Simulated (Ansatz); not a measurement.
MgO:
```
CELL_PARAMETERS angstrom
      5.50197     0.00000     0.00000
      0.00000     5.50197     0.00000
      0.00000     0.00000     3.26836
ATOMIC_POSITIONS crystal
  Mg 0.32089 0.67911 0.00000
  Mg 0.67911 0.32089 0.00000
  Mg 0.82089 0.82089 0.50000
  Mg 0.17911 0.17911 0.50000
  O  0.31635 0.31635 0.00000
  O  0.68365 0.68365 0.00000
  O  0.18365 0.81635 0.50000
  O  0.81635 0.18365 0.50000
```

This is the r²SCAN-relaxed structure. Cartesian axes are those of the cell as given.

Q: All from r²SCAN in the plane-wave PAW code Ansatz, unless another level is named. Estimate the Young's modulus.

A: 109 GPa.

Q: What about the elastic constants (relaxed ions, GPa)?

A: C11 = 131, C12 = 100, C13 = 98.7, C33 = 218, C44 = 48.5, C66 = 72.0.

Space group P4_2/mnm. The start of the workflow was typed in or built on a structure type; neither database checked (COD, Materials Project) lists it. It is not the phase usual at ambient conditions (space group No. 225). The cell was relaxed with r²SCAN under the symmetry of its start; its stability against distortions is not shown here.

Potentials: the earlier of the program's two PAW sets.
